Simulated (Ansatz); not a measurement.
Structure search: one NaZrO₂ candidate

Level of theory: DFT PBE, scalar-relativistic, plane waves, PAW (Ansatz). Cutoff 420 eV, Gaussian smearing, Γ-centred meshes. Cell and atoms relax first on a coarse mesh and then on a finer one. In between, the cell is made exact in the group found at 0.06 Å. In metals the finer mesh still leaves noise of several meV/atom or more. The steps can't lower the symmetry of their start. No spin polarisation in the relaxation; trial moments died out in a coarse test.

A trial structure of NaZrO₂ was built thus: random cell by space group and Wyckoff sites (P-3m1, No. 164). Lengths were set from tabulated atomic sizes, so they are only a guess.

```cif
data_structure
_symmetry_space_group_name_H-M 'P 1'
_symmetry_Int_Tables_number 1
_cell_length_a 4.0825
_cell_length_b 4.0825
_cell_length_c 4.6642
_cell_angle_alpha 90.000
_cell_angle_beta 90.000
_cell_angle_gamma 120.000
_cell_volume 67.32
loop_
_atom_site_label
_atom_site_type_symbol
_atom_site_fract_x
_atom_site_fract_y
_atom_site_fract_z
_atom_site_occupancy
Na1 Na 0.00000 0.00000 0.00000 1
Zr1 Zr 0.00000 0.00000 0.50000 1
O1 O 0.33333 0.66667 0.85768 1
O2 O 0.66667 0.33333 0.14232 1
```

Formation energies are uncorrected and refer to the elements' standard structures at the same level (O₂ as a molecule).

Question: Which structure results?

Answer: The symmetry stays P-3m1 (No. 164). The volume per atom shrinks by 24.4 %, from 16.8 to 12.7 Å³. The shortest distance goes from 2.33 Å (Na–Zr) to 2.23 Å (Zr–O). The ratio c/a of the conventional cell changes by a factor of 1.67. The energy falls by about 2.6 eV/atom (the start's value is from the coarse mesh). The end is written in a standard setting, so origin, axes and order of atoms can differ from the start's. Conventional cell: a = 3.136 Å, c = 5.976 Å. Na is surrounded by 6 O at 2.47 Å, 2 Zr at 2.99 Å and 6 Na at 3.14 Å; around Zr lie 6 O at 2.23 Å, 2 Na at 2.99 Å and 6 Zr at 3.14 Å; O has 3 Zr at 2.23 Å and 3 Na at 2.47 Å.

Space group P-3m1 (No. 164). a = 3.136 Å, b = 3.136 Å, c = 5.976 Å, α = 90.00°, β = 90.00°, γ = 120.00°
```json
{"atom": "Na", "site": "1a", "symmetry": "-3m.", "x": "0.0000", "y": "0.0000", "z": "0.0000"}
{"atom": "Zr", "site": "1b", "symmetry": "-3m.", "x": "0.0000", "y": "0.0000", "z": "0.5000"}
{"atom": "O", "site": "2d", "symmetry": "3m.", "x": "0.3333", "y": "0.6667", "z": "0.7176"}
```

Question: Give its energy and gap.

Answer: The formation energy is −2.37 eV/atom. The gap on the 18×18×8 mesh of the 4-atom cell is 0 eV (a metal).

The last run used Gaussian smearing of 0.10 eV. An odd number of electrons in the primitive cell allows no gap without spin; a larger cell or a magnetic state could open one. Symmetry constrained the relaxation, so the result can be a saddle point. Another cell of NaZrO2 relaxed alike, in P-4m2, lies 18 meV/atom lower, so this cell isn't the stable form at this level.
